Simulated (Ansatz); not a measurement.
LaSi3Ru in space group I4mm (No. 107; La on 2a, Si on 2a, Si on 4b, Ru on 2a), DFT-PBE in the program Ansatz with PAW potentials, all energies at zero smearing, with the estimated change up to a 700 eV cutoff added, with one set of potentials and settings (totals compare only within such a set). Cell of 5 atoms (1 La, 3 Si, 1 Ru): -14040.024 eV.

```csv
element,reference phase,E (eV/atom)
La,"P6_3/mmc, 4 atoms in the cell",-6250.3045
Si,"Fd-3m, 2 atoms in the cell",-635.8114
Ru,"P6_3/mmc, 2 atoms in the cell",-5878.7331
```

Formation energy per atom, worked out: (-14040.024 − 1×(-6250.3045) − 3×(-635.8114) − 1×(-5878.7331))/5 = -0.710 eV/atom (-69 kJ per mol of atoms), at 0 K, without zero-point energy or fitted corrections.

The first step of the workflow began from a Materials Project structure, measured or hypothetical; the Crystallography Open Database copy checked does not list it. Whether it is the stable phase at ambient conditions was not checked. Symmetry was held in the PBE relaxation; its stability against distortions is not shown here. No spin polarisation was allowed. The references are the lowest solids computed at this level, not always the standard phases. Spin–orbit coupling is left out wherever it is not named.

Potentials: the earlier of the program's two PAW sets.
